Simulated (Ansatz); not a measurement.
CuI (zinc blende)

```
CELL_PARAMETERS angstrom
      0.00000     3.01151     3.01151
      3.01151     0.00000     3.01151
      3.01151     3.01151     0.00000
ATOMIC_POSITIONS crystal
  I  0.75000 0.75000 0.75000
  Cu 0.00000 0.00000 0.00000
```

The slice is a {110} plane (indices of the conventional cell) through the point (0.750, 0.750, 0.750) (fractional), spanned by u = [100] and v = [1 -1 -1] in vectors of this cell: u (4.26 Å) and v (6.02 Å, at 90° to u). It covers one period; positions are fractions (u, v).

Calculation: r2SCAN (plane waves to 500 eV, PAW, scalar-relativistic; Ansatz, a quantum-chemistry and plane-wave program). k mesh 10×10×10. These are valence fields of a PAW run, semicore shells included where kept as valence: close to a nucleus they are smooth pseudo fields. CuI is run without spin polarisation. CuI was relaxed with its symmetry unable to fall. Spin-orbit coupling is left out, though I is heavy.

Three fields on this plane, each scaled to ten steps between its own extremes (0 low, 9 high; the total valence density on a logarithmic scale, the potential cut 8 eV below its top; x marks points blanked near nuclei; v = 0 in the bottom row):

Map A
```
|xxxxx21245554212xxxx|
|xxxxx01468886410xxxx|
|xxxx0036xxxxx6300xxx|
|xxx1026xxxxxxx6201xx|
|431114xxxxxxxxx41113|
|111136xxxxxxxxx63111|
|011258xxxxxxxxx85211|
|111358xxxxxxxxx85311|
|112358xxxxxxxxx85321|
|1123579xxxxxxx975321|
|11234679xxxxx9764321|
|11223456788876543221|
|11222334555554332221|
|11112222333332222111|
|11111111222221111111|
|11111111111111111111|
|11111111111111111111|
|11111111111111111111|
|11111111111111111111|
|11111111111111111111|
|01111111111111111111|
|11222211111111122221|
|44444321111111234444|
|xxx864321111123468xx|
|xxxx9632111112369xxx|
|xxxxx74211111247xxxx|
|xxxxx63222222236xxxx|
|xxxxx42223332224xxxx|
```

Map B
```
|xxxxx98766666789xxxx|
|xxxxx98777777789xxxx|
|xxxx9988xxxxx8899xxx|
|xxx9988xxxxxxx8899xx|
|999888xxxxxxxxx88899|
|887778xxxxxxxxx87778|
|666667xxxxxxxxx76666|
|555567xxxxxxxxx76555|
|334456xxxxxxxxx65443|
|2233467xxxxxxx764332|
|11234567xxxxx7654321|
|01123456677766543211|
|00112345566655432110|
|00012234445444322100|
|00011223344433221100|
|00011122333332211100|
|11111112222222111111|
|22221111111111111222|
|33332211111111122333|
|55443221100011223445|
|66654322100012234566|
|87766542110112456677|
|99887653211123567889|
|xxx987643212346789xx|
|xxxx9865432345689xxx|
|xxxxx87643334678xxxx|
|xxxxx98654445689xxxx|
|xxxxx98765556789xxxx|
```

Map C
```
|xxxxx63111111136xxxx|
|xxxxx42123332124xxxx|
|xxxx5201xxxxx1025xxx|
|xxx5310xxxxxxx0135xx|
|775421xxxxxxxxx12457|
|443222xxxxxxxxx22234|
|222225xxxxxxxxx52222|
|111137xxxxxxxxx73111|
|000136xxxxxxxxx63100|
|0001259xxxxxxx952100|
|00001358xxxxx8531000|
|00001123433343211000|
|00000111111111110000|
|00000000000000000000|
|00000000000000000000|
|00000000000000000000|
|00000000000000000000|
|00000000000000000000|
|00000000000000000000|
|11100000000000000011|
|22211000000000001122|
|44322100000000012234|
|77653210000000123567|
|xxx753210000012357xx|
|xxxx7531000001357xxx|
|xxxxx63210001236xxxx|
|xxxxx74210001247xxxx|
|xxxxx74211011247xxxx|
```

Assign the maps to these fields: density of the lowest conduction band (whole band as if filled, smooth part); density of the highest valence band (whole band, smooth part); valence electron density.

A is the density of the lowest conduction band (whole band as if filled, smooth part); B is the valence electron density; C is the density of the highest valence band (whole band, smooth part).
